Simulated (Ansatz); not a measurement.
SrZrO3:
Space group I4/mcm (No. 140); a = 5.736 Å, b = 5.736 Å, c = 8.324 Å, α = 90.00°, β = 90.00°, γ = 90.00°

```csv
atom,site,symmetry,x,y,z
Sr,4b,-42m,0.0000,0.5000,0.2500
Zr,4c,4/m..,0.0000,0.0000,0.0000
O,8h,m.2m,0.1893,0.3107,0.0000
O,4a,422,0.0000,0.0000,0.2500
```
(The calculation used a cell of 10 atoms; values per cell refer to that cell.)

Relaxed with PBEsol.

### Question
Give the optical modes at the zone centre with their infrared activity from DFPT, plane-wave PAW PBEsol (Ansatz code).

### Answer
Transverse frequencies, without the LO–TO term; a row sums one degenerate level.

| ω (cm⁻¹) | degeneracy | IR ((D/Å)²/amu) | activity | symmetry |
|---|---|---|---|---|
| 87i | 2 | 0.00 | IR-inactive | Eg |
| 89 | 2 | 42.38 | IR | Eu |
| 129 | 2 | 0.00 | IR-inactive | Eg |
| 136 | 1 | 0.00 | IR-inactive | B2g |
| 155 | 1 | 11.27 | IR | A2u |
| 191 | 2 | 33.67 | IR | Eu |
| 214 | 2 | 31.39 | IR | Eu |
| 220 | 1 | 56.43 | IR | A2u |
| 244 | 1 | 0.00 | IR-inactive | B1u |
| 269 | 1 | 0.00 | IR-inactive | A1g |
| 312 | 1 | 0.00 | IR-inactive | A1u |
| 319 | 2 | 19.92 | IR | Eu |
| 369 | 2 | 0.00 | IR-inactive | Eg |
| 401 | 1 | 0.00 | IR-inactive | B2g |
| 500 | 2 | 76.32 | IR | Eu |
| 536 | 1 | 42.99 | IR | A2u |
| 554 | 1 | 0.00 | IR-inactive | B1g |
| 562 | 1 | 0.00 | IR-inactive | A2g |
| 798 | 1 | 0.00 | IR-inactive | A2g |

### Question
How high does the top mode go among those that the LO–TO term moves?

### Answer
703 cm⁻¹ for q along x, 703 cm⁻¹ for q along y, 735 cm⁻¹ for q along z.

The first step of the workflow began from a Materials Project structure, measured or hypothetical; the Crystallography Open Database copy checked does not list it. COD files the formula under space group No. 62, 63, 221. Its standing as an ambient phase is unchecked. The cell was relaxed with PBEsol under the symmetry of its start. At this level the phase is dynamically unstable (imaginary phonons). No spin polarisation was allowed.

Potentials: the later of the program's two PAW sets.
